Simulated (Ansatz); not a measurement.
The start is a relaxed KBr cell, doubled along one cell vector, shaken by Gaussian noise of σ = 0.08 Å a coordinate. A full variable-cell relaxation at zero pressure is run with PBE (plane waves to 420 eV, PAW, scalar-relativistic; Ansatz, a first-principles code). The first steps use a coarse 6×6×3 k-mesh.

Initial structure:
```
KBr
1.0
    0.00000     3.35261     3.35261
    3.35261     0.00000     3.35261
    6.70523     6.70523     0.00000
Br K
2 2
Direct
  0.01573   0.99972   0.99011
  0.02849   0.99855   0.48609
  0.51085   0.51611   0.23651
  0.51450   0.51782   0.74166
```

Energy released: 2 meV/atom
Relative to the parent: It relaxes back to the parent, Fm-3m (No. 225)
Shortest distances (start → end): The closest pairs of elements (up to four, under 3.6 Å), start → end: Br–K 3.28 → 3.35 Å
Optimiser moves: 2

It ends as:

```cif
data_Br4K4
_chemical_formula_sum 'Br4 K4'
_space_group_name_H-M_alt 'Fm-3m'
_space_group_IT_number 225
_space_group_name_Hall '-F 4 2 3'
_cell_length_a 6.70655
_cell_length_b 6.70655
_cell_length_c 6.70655
_cell_angle_alpha 90.000
_cell_angle_beta 90.000
_cell_angle_gamma 90.000
loop_
_atom_site_label
_atom_site_type_symbol
_atom_site_symmetry_multiplicity
_atom_site_Wyckoff_symbol
_atom_site_fract_x
_atom_site_fract_y
_atom_site_fract_z
_atom_site_occupancy
Br1 Br 4 b 0.50000 0.50000 0.50000 1
K1 K 4 a 0.00000 0.00000 0.00000 1
```
(The calculation used a cell of 2 atoms; values per cell refer to that cell.)

Final values are on a 9×9×9 k-mesh of the relaxed cell. No spin polarisation in the result.
